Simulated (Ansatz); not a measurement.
input.yaml (Ansatz)

```yaml
crystal:
  lattice:
    - [7.9945957531, 0.0, 0.0]
    - [-3.9972978765, 6.9235230152, 0.0]
    - [0.0, 0.0, 4.8039677363]
  atoms:
    - { symbol: Rb, position: [1.0, 0.0, 1.0] }
    - { symbol: Rb, position: [0.3333333333, 0.6666666667, 0.5] }
    - { symbol: Rb, position: [0.6666666667, 0.3333333333, 0.5] }
hamiltonian:
  xc: blyp
  pseudopotentials:
    kind: paw
    azcp:
      Rb: "pseudopotentials/Rb.paw.azcp"
basis:
  ecutwfc: 420
  fft_grid_basis: typed
kpoints:
  mp_grid: { grid: [6, 6, 9], shift: [0, 0, 0] }
magnetization:
  spin_polarized: false
scf:
  occupations: { method: fermi_dirac, width: 0.1 }
output:
  stress: true
```

Terminal output

```
Engine: ansatz 0.2.0, aarch64-unknown-linux-gnu
Pseudopotentials: kind: paw
Pseudopotential: Rb, paw, valence charge 9, recommended cutoff 420 eV (normal) 
Functional definition: BLYP
  parameter beta = 0.0042
  parameter a = 0.04918
  parameter b = 0.132
  parameter c = 0.2533
  parameter d = 0.349
  exchange = b88_x(beta = beta)
  correlation = lyp_c(a = a, b = b, c = c, d = d)
Crystal: 3 atoms, lattice volume = 265.903 Å³
Basis set: ecut = 420 eV, 5195 PW (Γ), exchange–correlation on 108×108×72 points (8 copies of the dense FFT grid, shifted against one another)
Bands: 18, of which v1, the nominal top of the filled ones, is band 14 counted from 1 (13 counted from 0)
Symmetry: 24 space group operations
Space group: P6/mmm (ITA 191), of the structure as read, at distance tolerance 6.4e-5 Å
k-points: 35 of 324
Non-local potential: Rb, projectors of the file, l = 0: 3, l = 1: 2, l = 2: 2
PAW form: soft (Blöchl's): semilocal exchange-correlation on the pseudo side does not see the compensation charge
PAW frozen core: Rb, regenerated for the run's functional, and the local potential with it (the file was generated under x = pbe(κ = 0.804, μ = 0.2195149727645171), c = pbe(β = 0.06672455060314922))
PAW one-centre angular grid: Rb, 110 points (default); XC on 64 Gauss nodes
Initial density: superposition of atomic densities (neutral atoms: chi_scale 0, normalization atom), corrected by the library's trained network
Initial wavefunctions: pseudopotential atomic-orbital guess
Functional: x = b88, c = lyp
SCF iter   1: F=—  HF=-9838.937233 eV  |F-HF|=—  |Δ(HF+E_count)|=         —  Δρ=2.09e-3  dr2=7.62e-3  ethr=1.77e-3  ⟨swp⟩=7.9  Hψ=3422  notcnv=0
SCF iter   2: F=—  HF=-9838.940394 eV  |F-HF|=—  |Δ(HF+E_count)|=   3.16e-3  Δρ=1.18e-3  dr2=3.80e-3  ethr=2.82e-5  ⟨swp⟩=2.0  Hψ=1065  notcnv=0
SCF iter   3: F=—  HF=-9838.944354 eV  |F-HF|=—  |Δ(HF+E_count)|=   3.96e-3  Δρ=2.61e-4  dr2=7.69e-4  ethr=1.41e-5  ⟨swp⟩=2.5  Hψ=831  notcnv=0
SCF iter   4: F=—  HF=-9838.945200 eV  |F-HF|=—  |Δ(HF+E_count)|=   8.46e-4  Δρ=1.04e-4  dr2=9.22e-5  ethr=2.85e-6  ⟨swp⟩=3.0  Hψ=1068  notcnv=0
SCF iter   5: F=—  HF=-9838.945365 eV  |F-HF|=—  |Δ(HF+E_count)|=   1.65e-4  Δρ=3.64e-5  dr2=1.03e-5  ethr=3.41e-7  ⟨swp⟩=2.3  Hψ=1043  notcnv=0
SCF iter   6: F=—  HF=-9838.945388 eV  |F-HF|=—  |Δ(HF+E_count)|=   2.33e-5  Δρ=1.97e-5  dr2=4.76e-6  ethr=3.83e-8  ⟨swp⟩=3.0  Hψ=1044  notcnv=0
SCF iter   7: F=—  HF=-9838.945394 eV  |F-HF|=—  |Δ(HF+E_count)|=   5.79e-6  Δρ=7.66e-6  dr2=6.45e-7  ethr=1.76e-8  ⟨swp⟩=2.7  Hψ=1092  notcnv=0
SCF iter   8: F=-9838.945395 eV  HF=-9838.945395 eV  |F-HF|=1.11e-7  |Δ(HF+E_count)|=   9.04e-7  Δρ=2.84e-6  dr2=8.63e-8  ethr=3.70e-10  ⟨swp⟩=3.7  Hψ=2831  notcnv=0
SCF 1 converged in 8 iterations: F = -9838.945395 eV  dr2 = 8.63e-8
SCF converged after 8 iterations
Free energy (F): -9838.945395 eV
Harris-Foulkes:  -9838.945395 eV  (|F-HF|=1.11e-7)
Internal energy: -9838.854948 eV  (E = F + TS)
E sigma→0 (E₀):  -9838.900171 eV
Entropy (-TS):   -0.090447 eV (-30.149 meV/atom)
Fermi energy:    2.482771 eV
--- Per-component energies (eV) ---
  E_band       = -346.625808
  E_kinetic    = 571.918386
  E_local      = -2116.366122  (includes V_loc(G=0)·N_el)
  E_nonlocal   = 524.429200
  E_hartree    = 591.821094
  E_xc         = -382.248478
  E_vxc        = -397.815515  (∫ρ·V_xc dr)
  E_paw        = -7897.041206  (= ΣΔE_a)
  E_vpaw       = -112.428063  (= ΣTr[D̂ρ^β])
  E_aug_tail   = -0.000003  (compensation charges beyond the density's cutoff)
  E_ewald      = -1131.600273
  E_core_change = 0.232454  (= ΣΔE_core)
  E_smearing   = -0.090447  (= −TS)
  E_closure    = -0.000000  (closes the sum)
  Σ components = -9838.945395   (vs F -9838.945395, Δ=0.00e0)
--- Stress (GPa, compression-positive) ---
        0.232248       0.000000      -0.000000
       -0.000000       0.232248      -0.000000
       -0.000000      -0.000000       0.213855
  P = ⅓ Tr σ = 0.2261 GPa (2.261 kbar)
```
